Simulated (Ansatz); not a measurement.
Ansatz input file:

```yaml
crystal:
  lattice:
    - [6.8062743523, 0.0, 0.0]
    - [0.0, 7.5377744108, 0.0]
    - [0.0, 0.0, 4.9114908254]
  atoms:
    - { symbol: Al, position: [0.0074554377, 0.25, 0.9172335824] }
    - { symbol: Al, position: [0.169029143, 0.443294977, 0.3638793769] }
    - { symbol: Al, position: [0.169029143, 0.056705023, 0.3638793769] }
    - { symbol: Al, position: [0.330970857, 0.556705023, 0.8638793769] }
    - { symbol: Al, position: [0.669029143, 0.443294977, 0.1361206231] }
    - { symbol: Al, position: [0.830970857, 0.943294977, 0.6361206231] }
    - { symbol: Al, position: [0.669029143, 0.056705023, 0.1361206231] }
    - { symbol: Al, position: [0.830970857, 0.556705023, 0.6361206231] }
    - { symbol: Al, position: [0.330970857, 0.943294977, 0.8638793769] }
    - { symbol: Al, position: [0.5074554377, 0.25, 0.5827664176] }
    - { symbol: Al, position: [0.9925445623, 0.75, 0.0827664176] }
    - { symbol: Al, position: [0.4925445623, 0.75, 0.4172335824] }
    - { symbol: Ni, position: [0.8690315533, 0.25, 0.4443363748] }
    - { symbol: Ni, position: [0.3690315533, 0.25, 0.0556636252] }
    - { symbol: Ni, position: [0.1309684467, 0.75, 0.5556636252] }
    - { symbol: Ni, position: [0.6309684467, 0.75, 0.9443363748] }
basis:
  ecutwfc: 500
kpoints:
  mp_grid: { grid: [6, 6, 8] }
hamiltonian:
  xc: r2scan
scf:
  occupations: { method: gaussian, width: 0.1 }
output:
  forces: true
  stress: true
  eigenvalues: true
  write_density: true
  write_potential: true
  elf: true
  volumetric_format: npy
relax:
  adjacent_minimum: "off"
  f_tol: 0.01
  max_steps: 30
  cell: { stress_tol: 0.1, fix: [volume] }
```

Run as
```bash
ansatz run input.yaml --threads 4 --pin off --max-ram 10240MiB --backend cpu --events-out ev --progress --plain --runs-dir out
```

Theory: DFT r2SCAN, scalar-relativistic, plane waves, PAW in Ansatz 0.2.0.

Part of what the program printed, abridged:

```
Pseudopotentials: kind: paw
Pseudopotential: Al, paw, valence charge 3, recommended cutoff 500 eV (meta_gga)
Pseudopotential: Ni, paw, valence charge 18, recommended cutoff 500 eV (meta_gga)
Functional definition: r2SCAN
Crystal: 16 atoms, lattice volume = 251.980 Å³
Basis set: ecut = 500 eV, 6407 PW (Γ), exchange–correlation on 200×240×144 points (64 copies of the dense FFT grid, shifted against one another)
Bands: 70, of which v1, the nominal top of the filled ones, is band 54 counted from 1 (53 counted from 0)
Symmetry: 8 space group operations
Space group: Pnma (ITA 62), of the structure as read, at distance tolerance 6.3e-5 Å
k-points: 80 of 288
Initial density: superposition of atomic densities (neutral atoms: chi_scale 0, normalization atom), corrected by the library's trained network
Initial wavefunctions: pseudopotential atomic-orbital guess
Functional: x = r2scan, c = r2scan; τ floored in thin density (d = 2e-4 eV/Å³)
SCF iter   1: F=—  HF=-29871.828633 eV  |F-HF|=—  |Δ(HF+E_count)|=         —  Δρ=2.68e-2  dr2=1.65e0  dr2_τ=2.53e-1  ethr=1.77e-3  ⟨swp⟩=6.6  Hψ=23824  notcnv=0  defer=81
SCF iter   2: F=—  HF=-29872.368634 eV  |F-HF|=—  |Δ(HF+E_count)|=   5.40e-1  Δρ=4.87e-2  dr2=3.94e0  dr2_τ=1.55e-2  ethr=1.53e-3  ⟨swp⟩=2.4  Hψ=9481  notcnv=0  defer=712  recentre
SCF iter   3: F=—  HF=-29871.984900 eV  |F-HF|=—  |Δ(HF+E_count)|=   3.84e-1  Δρ=7.70e-3  dr2=1.73e-1  dr2_τ=2.86e-4  ethr=1.53e-3  ⟨swp⟩=2.0  Hψ=7631  notcnv=0  defer=712
SCF iter   4: F=—  HF=-29871.963721 eV  |F-HF|=—  |Δ(HF+E_count)|=   2.12e-2  Δρ=3.66e-3  dr2=2.13e-2  dr2_τ=7.00e-5  ethr=1.60e-4  ⟨swp⟩=1.3  Hψ=6542  notcnv=0  defer=707
SCF iter   5: F=—  HF=-29871.963482 eV  |F-HF|=—  |Δ(HF+E_count)|=   2.39e-4  Δρ=1.51e-3  dr2=4.15e-3  dr2_τ=6.04e-5  ethr=1.98e-5  ⟨swp⟩=1.1  Hψ=5300  notcnv=0  defer=707
SCF iter   6: F=—  HF=-29871.963061 eV  |F-HF|=—  |Δ(HF+E_count)|=   4.20e-4  Δρ=6.46e-4  dr2=6.21e-4  dr2_τ=4.55e-6  ethr=3.84e-6  ⟨swp⟩=2.0  Hψ=6968  notcnv=0  defer=707
SCF iter   7: F=—  HF=-29871.963115 eV  |F-HF|=—  |Δ(HF+E_count)|=   5.40e-5  Δρ=2.07e-4  dr2=5.53e-5  dr2_τ=7.62e-7  ethr=5.75e-7  ⟨swp⟩=2.2  Hψ=7478  notcnv=0  defer=707
SCF iter   8: F=—  HF=-29871.963051 eV  |F-HF|=—  |Δ(HF+E_count)|=   6.42e-5  Δρ=8.24e-5  dr2=1.46e-5  dr2_τ=3.52e-8  ethr=5.12e-8  ⟨swp⟩=2.1  Hψ=8229  notcnv=0  defer=707
SCF iter   9: F=—  HF=-29871.963050 eV  |F-HF|=—  |Δ(HF+E_count)|=   8.45e-7  Δρ=2.56e-5  dr2=1.41e-6  dr2_τ=4.76e-9  ethr=1.35e-8  ⟨swp⟩=1.1  Hψ=4992  notcnv=0  defer=707
SCF iter  10: F=-29871.963050 eV  HF=-29871.963050 eV  |F-HF|=1.83e-8  |Δ(HF+E_count)|=   8.03e-8  Δρ=4.96e-6  dr2=3.68e-8  dr2_τ=1.39e-10  ethr=9.26e-11  ⟨swp⟩=13.9  Hψ=42782  notcnv=0
SCF 1 converged in 10 iterations: F = -29871.963050 eV  dr2 = 3.68e-8
relax step   1: F+E_penalty+E_count = -29871.96305008 eV  Δ(F+E_penalty+E_count) = +0.000e0 eV  max|allowed force component| = 2.219e-2 eV/Å  Δτ_max = 0.0000 Å  P = -9.734 GPa  Ω = 251.980 Å³  fix = [volume]  reactions: volume -9.734 GPa (10 SCF iters, dr2 threshold 1.00e-7 eV, accepted)
Initial density: handed on by an earlier stage of this run
Initial wavefunctions: those handed on with the density
SCF iter   1: F=—  HF=-29871.958354 eV  |F-HF|=—  |Δ(HF+E_count)|=         —  Δρ=4.99e-4  dr2=7.74e-4  dr2_τ=7.59e-3  ethr=7.44e-7  ⟨swp⟩=2.0  Hψ=24913  notcnv=0
SCF iter   2: F=—  HF=-29871.964936 eV  |F-HF|=—  |Δ(HF+E_count)|=   6.58e-3  Δρ=4.31e-4  dr2=3.25e-4  dr2_τ=5.77e-6  ethr=7.17e-7  ⟨swp⟩=2.0  Hψ=9937  notcnv=0
SCF iter   3: F=—  HF=-29871.964986 eV  |F-HF|=—  |Δ(HF+E_count)|=   5.00e-5  Δρ=5.83e-4  dr2=6.06e-4  dr2_τ=2.15e-6  ethr=3.01e-7  ⟨swp⟩=2.0  Hψ=7608  notcnv=0
SCF iter   4: F=—  HF=-29871.964952 eV  |F-HF|=—  |Δ(HF+E_count)|=   3.36e-5  Δρ=2.74e-4  dr2=1.48e-4  dr2_τ=2.79e-6  ethr=3.01e-7  ⟨swp⟩=2.0  Hψ=7595  notcnv=0
SCF iter   5: F=—  HF=-29871.964949 eV  |F-HF|=—  |Δ(HF+E_count)|=   2.73e-6  Δρ=8.67e-5  dr2=1.51e-5  dr2_τ=6.75e-8  ethr=1.37e-7  ⟨swp⟩=1.0  Hψ=5600  notcnv=0
SCF iter   6: F=—  HF=-29871.964888 eV  |F-HF|=—  |Δ(HF+E_count)|=   6.11e-5  Δρ=1.06e-5  dr2=2.75e-7  dr2_τ=3.28e-9  ethr=1.39e-8  ⟨swp⟩=2.9  Hψ=9004  notcnv=0
SCF iter   7: F=—  HF=-29871.964888 eV  |F-HF|=—  |Δ(HF+E_count)|=   2.39e-7  Δρ=3.30e-6  dr2=3.66e-8  dr2_τ=1.32e-10  ethr=2.55e-10  ⟨swp⟩=2.0  Hψ=8739  notcnv=0
SCF iter   8: F=—  HF=-29871.964888 eV  |F-HF|=—  |Δ(HF+E_count)|=   5.12e-8  Δρ=4.37e-6  dr2=3.70e-8  dr2_τ=9.09e-11  ethr=2.85e-11  ⟨swp⟩=9.1  Hψ=34745  notcnv=0
SCF iter   9: F=-29871.964888 eV  HF=-29871.964888 eV  |F-HF|=1.01e-9  |Δ(HF+E_count)|=  1.86e-10  Δρ=9.32e-7  dr2=1.60e-9  dr2_τ=5.97e-12  ethr=2.85e-11  ⟨swp⟩=5.4  Hψ=31683  notcnv=0
SCF 2 converged in 9 iterations: F = -29871.964888 eV  dr2 = 1.60e-9
relax step   2: F+E_penalty+E_count = -29871.96488836 eV  Δ(F+E_penalty+E_count) = -1.838e-3 eV  max|allowed force component| = 1.012e-2 eV/Å  Δτ_max = 0.0115 Å  P = -9.684 GPa  Ω = 251.980 Å³  energy of the carried Pulay correction = +1.840e-15 eV  fix = [volume]  reactions: volume -9.684 GPa (9 SCF iters, dr2 threshold 3.08e-8 eV, accepted)
SCF iter   1: F=—  HF=-29871.964936 eV  |F-HF|=—  |Δ(HF+E_count)|=         —  Δρ=2.23e-4  dr2=1.62e-4  dr2_τ=4.28e-4  ethr=1.56e-7  ⟨swp⟩=2.1  Hψ=23601  notcnv=0
SCF iter   2: F=—  HF=-29871.965303 eV  |F-HF|=—  |Δ(HF+E_count)|=   3.67e-4  Δρ=1.84e-4  dr2=7.89e-5  dr2_τ=6.79e-7  ethr=1.50e-7  ⟨swp⟩=2.0  Hψ=9924  notcnv=0
SCF iter   3: F=—  HF=-29871.965325 eV  |F-HF|=—  |Δ(HF+E_count)|=   2.20e-5  Δρ=3.45e-4  dr2=2.20e-4  dr2_τ=6.47e-7  ethr=7.31e-8  ⟨swp⟩=2.1  Hψ=8199  notcnv=0  recentre
SCF iter   4: F=—  HF=-29871.965314 eV  |F-HF|=—  |Δ(HF+E_count)|=   1.11e-5  Δρ=7.28e-5  dr2=1.40e-5  dr2_τ=2.50e-7  ethr=7.31e-8  ⟨swp⟩=2.0  Hψ=7535  notcnv=0
SCF iter   5: F=—  HF=-29871.965314 eV  |F-HF|=—  |Δ(HF+E_count)|=   5.31e-7  Δρ=2.26e-5  dr2=5.34e-7  dr2_τ=8.43e-9  ethr=1.30e-8  ⟨swp⟩=2.1  Hψ=8296  notcnv=0
SCF iter   6: F=—  HF=-29871.965238 eV  |F-HF|=—  |Δ(HF+E_count)|=   7.55e-5  Δρ=4.60e-6  dr2=5.54e-8  dr2_τ=8.17e-10  ethr=4.95e-10  ⟨swp⟩=2.0  Hψ=9173  notcnv=0
SCF iter   7: F=—  HF=-29871.965238 eV  |F-HF|=—  |Δ(HF+E_count)|=   6.57e-8  Δρ=2.99e-6  dr2=1.78e-8  dr2_τ=5.72e-11  ethr=5.13e-11  ⟨swp⟩=2.0  Hψ=9026  notcnv=0
SCF iter   8: F=—  HF=-29871.965238 eV  |F-HF|=—  |Δ(HF+E_count)|=   1.22e-8  Δρ=2.24e-6  dr2=9.13e-9  dr2_τ=2.43e-11  ethr=5.93e-12  ⟨swp⟩=8.5  Hψ=33562  notcnv=0
SCF iter   9: F=-29871.965238 eV  HF=-29871.965238 eV  |F-HF|=5.71e-10  |Δ(HF+E_count)|=  2.00e-10  Δρ=6.08e-7  dr2=6.39e-10  dr2_τ=2.93e-12  ethr=5.93e-12  ⟨swp⟩=6.0  Hψ=27713  notcnv=0
the search or the solves at the SCF's close seem to have found levels that the self-consistency loop had missed (the run counts 1). By its estimate they hold under 1e-12 electrons; where the run keeps them, the occupations were computed again with them
SCF 3 converged in 9 iterations: F = -29871.965238 eV  dr2 = 6.39e-10
relax step   3: F+E_penalty+E_count = -29871.96523809 eV  Δ(F+E_penalty+E_count) = -3.497e-4 eV  max|allowed force component| = 4.108e-3 eV/Å  Δτ_max = 0.0056 Å  P = -9.659 GPa  Ω = 251.980 Å³  energy of the carried Pulay correction = +2.700e-15 eV  fix = [volume]  reactions: volume -9.659 GPa (9 SCF iters, accepted)
Initial wavefunctions: pseudopotential atomic-orbital guess (no wavefunctions were taken with the density)
SCF iter   1: F=—  HF=-29871.965299 eV  |F-HF|=—  |Δ(HF+E_count)|=         —  Δρ=1.98e-5  dr2=2.37e-8  dr2_τ=6.59e-9  ethr=2.29e-6  ⟨swp⟩=2.2  Hψ=34973  notcnv=0
SCF iter   2: F=—  HF=-29871.965236 eV  |F-HF|=—  |Δ(HF+E_count)|=   6.29e-5  Δρ=1.05e-5  dr2=1.85e-8  dr2_τ=2.77e-8  ethr=2.19e-11  ⟨swp⟩=4.0  Hψ=14864  notcnv=0
SCF iter   3: F=—  HF=-29871.965238 eV  |F-HF|=—  |Δ(HF+E_count)|=   2.10e-6  Δρ=7.02e-6  dr2=3.63e-8  dr2_τ=8.25e-9  ethr=1.72e-11  ⟨swp⟩=2.4  Hψ=8910  notcnv=0
SCF iter   4: F=—  HF=-29871.965239 eV  |F-HF|=—  |Δ(HF+E_count)|=   9.14e-7  Δρ=2.07e-6  dr2=3.88e-10  dr2_τ=1.35e-9  ethr=1.00e-12  ⟨swp⟩=7.5  Hψ=33387  notcnv=0
SCF iter   5: F=-29871.965239 eV  HF=-29871.965239 eV  |F-HF|=5.82e-11  |Δ(HF+E_count)|=   1.32e-7  Δρ=2.46e-7  dr2=6.94e-11  dr2_τ=2.27e-11  ethr=1.00e-12  ⟨swp⟩=6.0  Hψ=23798  notcnv=0
SCF 4 converged in 5 iterations: F = -29871.965239 eV  dr2 = 6.94e-11
SCF converged after 5 iterations
Free energy (F): -29871.965239 eV
Harris-Foulkes:  -29871.965239 eV  (|F-HF|=5.82e-11)
Internal energy: -29871.945082 eV  (E = F + TS)
E sigma→0 (E₀):  -29871.955161 eV
Entropy (-TS):   -0.020157 eV (-1.260 meV/atom)
Fermi energy:    9.104925 eV
--- Per-component energies (eV) ---
  E_band       = -1739.059683
  E_kinetic    = 1405.574521
  E_local      = -21894.360296  (includes V_loc(G=0)·N_el)
  E_nonlocal   = 2666.032271
  E_hartree    = 9580.052044
  E_xc         = -754.034356
  E_vxc        = -842.911488  (∫ρ·V_xc dr)
  E_paw        = -12253.824718  (= ΣΔE_a)
  E_vpaw       = -2285.205439  (= ΣTr[D̂ρ^β])
  E_aug_tail   = 0.000920  (compensation charges beyond the density's cutoff)
  E_vtau       = 51.705534  (kinetic-family band-sum trace: ∫τ·v_τ [+ j·A + Jᵃ·Aᵃ] dr)
  E_ewald      = -8619.463897
  E_core_change = -1.921571  (= ΣΔE_core)
  E_smearing   = -0.020157  (= −TS)
--- Forces (eV/Å), atoms counted from 1 ---
  atom   1  Al    -0.00399538     0.00000000     0.00121384
  atom   2  Al     0.00345388     0.00178304    -0.00112539
  atom   3  Al     0.00345388    -0.00178304    -0.00112539
  atom   4  Al    -0.00345388    -0.00178304    -0.00112539
  atom   5  Al     0.00345388     0.00178304     0.00112539
  atom   6  Al    -0.00345388     0.00178304     0.00112539
  atom   7  Al     0.00345388    -0.00178304     0.00112539
  atom   8  Al    -0.00345388    -0.00178304     0.00112539
  atom   9  Al    -0.00345388     0.00178304    -0.00112539
  atom  10  Al    -0.00399538     0.00000000    -0.00121384
  atom  11  Al     0.00399538     0.00000000    -0.00121384
  atom  12  Al     0.00399538     0.00000000     0.00121384
  atom  13  Ni    -0.00024339     0.00000000    -0.00410775
  atom  14  Ni    -0.00024339     0.00000000     0.00410775
  atom  15  Ni     0.00024339     0.00000000     0.00410775
  atom  16  Ni     0.00024339     0.00000000    -0.00410775
--- Stress (GPa, compression-positive) ---
       -9.659868       0.000000       0.000000
        0.000000      -9.647324       0.000000
        0.000000       0.000000      -9.670527
  P = ⅓ Tr σ = -9.6592 GPa (-96.592 kbar)
--- Band table (eV; the first three rows and the last of 80) ---
  k-point 0: bands = ["-98.0983", "-98.0983", "-98.0983", "-98.0983", "-57.0486", "-57.0485", "-57.0483", "-57.0483", "-57.0363", "-57.0362", "-57.0362", "-57.0361", "-56.9580", "-56.9580", "-56.9580", "-56.9580", "-1.9345", "0.7514", "0.8428", "1.3524", "1.4289", "3.7018", "3.7588", "3.7593", "3.9256", "4.0704", "4.3992", "5.4231", "5.4969", "5.6482", "5.9594", "6.0137", "6.1035", "6.1445", "6.1712", "6.1974", "6.3629", "6.4350", "6.4847", "6.6275", "6.6346", "6.6787", "6.6950", "6.7228", "6.7697", "6.9899", "7.2774", "7.4385", "7.7028", "8.1668", "8.3531", "8.4229", "8.5090", "8.6365", "8.8594", "9.5279", "10.7873", "10.8628", "11.1379", "11.2496", "11.2713", "11.3790", "11.4272", "11.4999 ...
  k-point 1: bands = ["-98.0983", "-98.0983", "-98.0983", "-98.0983", "-57.0486", "-57.0485", "-57.0483", "-57.0483", "-57.0363", "-57.0362", "-57.0362", "-57.0361", "-56.9580", "-56.9580", "-56.9580", "-56.9580", "-1.8327", "0.8430", "0.9359", "1.4468", "1.5219", "2.8640", "3.7806", "3.8280", "3.9918", "4.0130", "4.9484", "5.0830", "5.0964", "5.4134", "5.7702", "5.7775", "6.0494", "6.2369", "6.2726", "6.2927", "6.3939", "6.4141", "6.4681", "6.5977", "6.6267", "6.6754", "6.7322", "6.7668", "6.7949", "7.0406", "7.1332", "7.4707", "7.4980", "7.5315", "8.1487", "8.3732", "8.9555", "9.0044", "9.2953", "9.8963", "10.0891", "10.6362", "10.6709", "11.0807", "11.1756", "11.6473", "12.2806", "12.4946 ...
  k-point 2: bands = ["-98.0983", "-98.0983", "-98.0983", "-98.0983", "-57.0486", "-57.0485", "-57.0484", "-57.0483", "-57.0363", "-57.0362", "-57.0362", "-57.0361", "-56.9580", "-56.9580", "-56.9580", "-56.9580", "-1.5287", "1.0538", "1.2139", "1.7261", "1.7329", "1.8445", "3.8893", "3.9999", "4.0104", "4.0795", "4.1794", "4.4001", "4.6956", "4.8156", "5.7979", "5.8239", "5.9335", "6.0848", "6.2025", "6.3677", "6.4479", "6.4769", "6.5087", "6.5471", "6.5857", "6.6586", "6.7473", "6.7685", "6.8688", "7.0138", "7.0343", "7.0390", "7.1543", "7.5932", "8.2238", "8.4282", "8.4938", "9.0324", "9.2887", "9.3453", "10.9843", "11.5098", "11.6363", "11.7992", "11.8820", "12.3667", "12.4808", "12.7032 ...
  k-point 79: bands = ["-98.0983", "-98.0983", "-98.0983", "-98.0983", "-57.0484", "-57.0484", "-57.0484", "-57.0484", "-57.0362", "-57.0362", "-57.0362", "-57.0362", "-56.9580", "-56.9580", "-56.9580", "-56.9580", "0.9702", "0.9702", "0.9702", "0.9702", "1.3966", "1.3966", "1.3966", "1.3966", "5.0574", "5.0574", "5.0574", "5.0574", "5.8407", "5.8407", "5.8407", "5.8407", "6.1343", "6.1343", "6.1343", "6.1343", "6.4078", "6.4078", "6.4078", "6.4078", "6.7979", "6.7979", "6.7979", "6.7979", "6.9840", "6.9840", "6.9840", "6.9840", "7.7836", "7.7836", "7.7836", "7.7836", "8.6221", "8.6221", "8.6221", "8.6221", "9.9611", "9.9611", "9.9611", "9.9611", "12.9840", "12.9840", "12.9840", "12.9840", " ...
--- Relaxed structure (3 steps of the walk, 3 accepted, 1 SCFs on fresh bases) ---
  F+E_penalty+E_count = -29871.96523932 eV   max|allowed force component| = 4.108e-3 eV/Å   (the final SCF, on the basis selected at the relaxed cell)
  cell:  # Å, volume = 251.9799 Å³
    - [6.80417613, 0.0, 0.0]
    - [0.0, 7.53387719, 0.0]
    - [0.0, 0.0, 4.91554685]
  atoms:
    - { symbol: Al, position: [0.00529936, 0.24999999, 0.91845055] }
    - { symbol: Al, position: [0.16782265, 0.44348388, 0.36181832] }
    - { symbol: Al, position: [0.16782265, 0.05651611, 0.36181832] }
    - { symbol: Al, position: [0.33217734, 0.55651611, 0.86181832] }
    - { symbol: Al, position: [0.66782265, 0.44348388, 0.13818167] }
    - { symbol: Al, position: [0.83217734, 0.94348388, 0.63818167] }
    - { symbol: Al, position: [0.66782265, 0.05651611, 0.13818167] }
    - { symbol: Al, position: [0.83217734, 0.55651611, 0.63818167] }
    - { symbol: Al, position: [0.33217734, 0.94348388, 0.86181832] }
    - { symbol: Al, position: [0.50529936, 0.24999999, 0.58154944] }
    - { symbol: Al, position: [0.99470063, 0.74999999, 0.08154944] }
    - { symbol: Al, position: [0.49470063, 0.74999999, 0.41845055] }
    - { symbol: Ni, position: [0.86800261, 0.24999999, 0.44498343] }
    - { symbol: Ni, position: [0.36800261, 0.24999999, 0.05501656] }
    - { symbol: Ni, position: [0.13199738, 0.74999999, 0.55501656] }
    - { symbol: Ni, position: [0.63199738, 0.74999999, 0.94498343] }
```

The relaxation met its thresholds.

The run took 2.4 min on 4 threads of Oxide Virtual Turin-like Processor (Zen 5), on a shared host, peak memory 2.1 GiB.